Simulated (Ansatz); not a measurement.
ZrB2 in space group P6/mmm (No. 191; Zr on 1a, B on 2d), a = b = 3.155 Å, c = 3.507 Å, α = β = 90.00°, γ = 120.00°.

Relaxed with PBEsol.

### Question
Which orbitals make up the states near the Fermi level in PBEsol (plane waves, PAW; program Ansatz)?

### Answer
Within 0.5 eV of the Fermi level: Zr 4d 72 %, B 2p 25 %. Projections are on Löwdin-orthogonalised atomic valence shells; empty p or d shells of many metals are not among them.

### Question
Tabulate the density of states.

### Answer
States/eV per cell of 3 atoms, in 0.25 eV bins, energy from the Fermi level.

```tsv
E (eV)	total	Zr 4d	B 2p	B 2s
-7.85	0.69	0.13	0.33	0.20
-7.60	0.66	0.12	0.33	0.18
-7.35	0.64	0.11	0.33	0.17
-7.10	0.61	0.11	0.33	0.15
-6.85	0.56	0.10	0.31	0.12
-6.60	0.55	0.11	0.31	0.11
-6.35	0.57	0.11	0.33	0.09
-6.10	0.60	0.12	0.36	0.08
-5.85	0.66	0.13	0.41	0.08
-5.60	0.83	0.16	0.53	0.08
-5.35	0.85	0.16	0.56	0.06
-5.10	0.89	0.16	0.62	0.05
-4.85	1.40	0.26	1.00	0.06
-4.60	1.37	0.30	0.95	0.06
-4.35	1.03	0.24	0.69	0.05
-4.10	1.25	0.34	0.80	0.05
-3.85	1.53	0.46	0.95	0.04
-3.60	1.98	0.64	1.22	0.03
-3.35	2.71	0.81	1.72	0.04
-3.10	1.79	0.56	1.12	0.03
-2.85	1.28	0.45	0.78	0.01
-2.60	1.77	0.76	0.94	0.02
-2.35	1.72	0.77	0.86	0.01
-2.10	1.35	0.72	0.57	0.01
-1.85	0.96	0.63	0.30	0.00
-1.60	0.80	0.54	0.24	0.00
-1.35	0.66	0.46	0.19	0.00
-1.10	0.52	0.37	0.13	0.00
-0.85	0.39	0.29	0.09	0.00
-0.60	0.24	0.18	0.05	0.00
-0.35	0.15	0.11	0.03	0.00
-0.10	0.20	0.15	0.05	0.00
0.15	0.35	0.25	0.09	0.00
0.40	0.44	0.31	0.12	0.00
0.65	0.58	0.41	0.15	0.00
0.90	0.68	0.48	0.18	0.00
1.15	0.83	0.57	0.23	0.01
1.40	1.04	0.69	0.29	0.02
1.65	1.35	0.81	0.41	0.08
1.90	1.20	0.79	0.31	0.05
2.15	1.14	0.78	0.27	0.04
2.40	1.13	0.81	0.24	0.04
2.65	1.30	0.95	0.25	0.05
2.90	1.32	0.96	0.26	0.05
3.15	1.28	0.93	0.24	0.05
3.40	1.36	0.97	0.27	0.06
3.65	1.57	1.11	0.32	0.07
3.90	1.74	1.21	0.36	0.09
4.15	1.82	1.25	0.36	0.12
4.40	1.88	1.29	0.34	0.15
4.65	1.87	1.30	0.32	0.16
```

Symmetry was held in the PBEsol relaxation. The run is not spin-polarised. Scalar-relativistic: spin–orbit coupling is off unless named, which matters more the heavier the elements.

Potentials: the earlier of the program's two PAW sets. The files were generated under PBE; for other functionals the program regenerates the frozen cores, and for LDA and PBEsol the local potential too.
